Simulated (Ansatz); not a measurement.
AlP:
Space group F-43m (No. 216); a = 5.4704 Å, b = 5.4704 Å, c = 5.4704 Å, α = 90.00°, β = 90.00°, γ = 90.00°

```tsv
atom	site	symmetry	x	y	z
P	4c	-43m	0.2500	0.2500	0.2500
Al	4a	-43m	0.0000	0.0000	0.0000
```
(The calculation used a cell of 2 atoms; values per cell refer to that cell.)

Relaxed with PBEsol. Independent-particle spectrum: no excitons, no local fields, no scissors shift; 0.1 eV broadening; ε₁ of the summed bands alone.

Q: Tabulate the dielectric function from the program Ansatz at the PBEsol level (PAW).

A: 

```
E (eV)  ε₁ xx  ε₂ xx
------  -----  -----
0.0      9.01   0.00
0.4      9.07   0.00
0.8      9.25   0.00
1.2      9.57   0.00
1.6     10.07   0.00
2.0     10.82   0.00
2.4     11.98   0.00
2.8     13.90   0.00
3.2     17.88   0.22
3.6     26.95   7.83
4.0     24.66  20.41
4.4      9.40  40.40
4.8     -8.14  18.37
5.2     -2.19  12.42
5.6     -8.05  14.72
6.0     -7.03   9.03
6.4     -6.39   7.12
6.8     -5.58   5.46
7.2     -4.98   4.32
7.6     -4.21   3.58
8.0     -3.96   2.90
8.4     -3.38   2.33
8.8     -3.12   2.22
9.2     -2.82   1.62
9.6     -2.45   1.38
10.0    -2.19   1.19
10.4    -1.99   0.98
10.8    -1.76   0.76
11.2    -1.49   0.59
11.6    -1.22   0.53
12.0    -1.07   0.49
```

Q: From ε at 4.6 eV (xx: -9.05 + 29.11i), find n, k, the normal reflectivity and the absorption coefficient.

A: n = 3.27, k = 4.446, R = 66 %, α = 2kE/ħc = 2100000 cm⁻¹.

With all bands, ε∞ without local fields is 9.02. DFPT, with local fields, gives 8.30.

The PBEsol relaxation kept the symmetry of its start.

Potentials: the later of the program's two PAW sets.
